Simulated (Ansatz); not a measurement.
Name crystals whose computed values (r²SCAN (plane waves, PAW; program Ansatz)) fall in these windows: B₀ by P(V) fit (GPa) 70 to 100; electron conductivity mass (mₑ) 0.39 to 0.52.



```json
[
 {"crystal": "LiMgBN2, I-4m2 (Li on 2d, Mg on 2c, B on 2b, N on 4e)", "B₀ by P(V) fit (GPa)": "84.1", "electron conductivity mass (mₑ)": "0.48"},
 {"crystal": "Ba2CdB2O6, C2/m (Pearson symbol mS22)", "B₀ by P(V) fit (GPa)": "79.5", "electron conductivity mass (mₑ)": "0.46"},
 {"crystal": "KMgF3, cubic perovskite", "B₀ by P(V) fit (GPa)": "78.0", "electron conductivity mass (mₑ)": "0.52"},
 {"crystal": "CaO, P6_3/mmc (Ca on 2d, O on 2c)", "B₀ by P(V) fit (GPa)": "93.6", "electron conductivity mass (mₑ)": "0.44"},
 {"crystal": "MgTlF3, cubic perovskite", "B₀ by P(V) fit (GPa)": "80.3", "electron conductivity mass (mₑ)": "0.43"}
]
```
Others may fit too.

Not the usual ambient phase: CaO, P6_3/mmc (Ca on 2d, O on 2c). Standing as an ambient phase not checked: LiMgBN2, I-4m2 (Li on 2d, Mg on 2c, B on 2b, N on 4e); Ba2CdB2O6, C2/m (Pearson symbol mS22); MgTlF3, cubic perovskite. Perhaps ordered models of mixed-site phases: LiMgBN2, I-4m2 (Li on 2d, Mg on 2c, B on 2b, N on 4e). All cells were relaxed under the symmetry of their starts (and spin orders); stability against distortions was not tested throughout. Scalar-relativistic: spin–orbit coupling is off unless named, which matters more the heavier the elements.

Potentials: the later of the program's two PAW sets.
